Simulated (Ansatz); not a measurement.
RhPb:
```
RhPb
1.0
    5.70504     0.00000     0.00000
   -2.85252     4.94071     0.00000
    0.00000     0.00000     4.45990
Rh Pb
3 3
Direct
  0.50000   0.00000   0.00000
  0.50000   0.50000   0.00000
  0.00000   0.50000   0.00000
  0.33333   0.66667   0.50000
  0.66667   0.33333   0.50000
  0.00000   0.00000   0.00000
```

Relaxed with r²SCAN.

Problem. Map the valence electron density (e/Å³), cut off at 5 on the plane through (0.500, 0.000, 0.000) spanned by u = [1, 1, 0] and v = [1, -1, 0] in lattice vectors, from r²SCAN in the plane-wave PAW code Ansatz.

Solution. x is the fraction of u, y of v (the angle between them is 90°; rows are the nearest grid lines); atoms in the plane: Rh at (0.00, 0.00), Rh at (0.50, 0.50), Rh at (0.25, 0.75), Rh at (0.75, 0.25), Rh at (0.00, 0.50), Rh at (0.50, 0.00), Pb at (0.25, 0.25), Pb at (0.75, 0.75).
```
|@@@@-.    .*@@@@@@*.    .-@@@@|
|@@%=.      :*@@@@*:      .=%@@|
|==:.        .-==-:        .:==|
|                              |
|    .:=+=-.        .:--:..    |
|   :*@@@@@@=.    .:*@@@@%=.   |
|   :%@@@@@@+.    .-#@@@@@+:   |
|   .-#@@@@+.      .-*%@#+:.   |
|       .              .       |
|                              |
|==:.        .-==-:        .:==|
|@@@%-     .+@@@@@@+.     :%@@@|
|@@@%:     .+@@@@@@+.     -%@@@|
|==:.        :-==-.        .:==|
|                              |
|       .              .       |
|   .:+#@%*-.      .+@@@@#-.   |
|   :+@@@@@#-.    .+@@@@@@%:   |
|   .=%@@@@*:.    .=@@@@@@*:   |
|    ..:--:.        .-=+=:.    |
|                              |
|==:.        :-==-.        .:==|
|@@%=.      :*@@@@*:      .=%@@|
|@@@@-.    .*@@@@@@*.    .-@@@@|
```
Scale: ten equal steps from 0.214 (start of ' ') to 5.00 (end of '@'), in the order ' .:-=+*#%@'; x runs from 0.000 to 1.00, y from 0.000 (bottom) to 1.00 (top).

The density is the valence pseudo-density with augmentation charge, so density and ELF within about 1 Å of a nucleus are not all-electron values.

Space group P6/mmm. The workflow started from an entry of the Crystallography Open Database (COD). Whether it is the stable phase at ambient conditions was not checked. The r²SCAN relaxation kept the symmetry of its start; its stability against distortions is not shown here. The run is not spin-polarised. Spin–orbit coupling is left out wherever it is not named.

Potentials: the later of the program's two PAW sets.
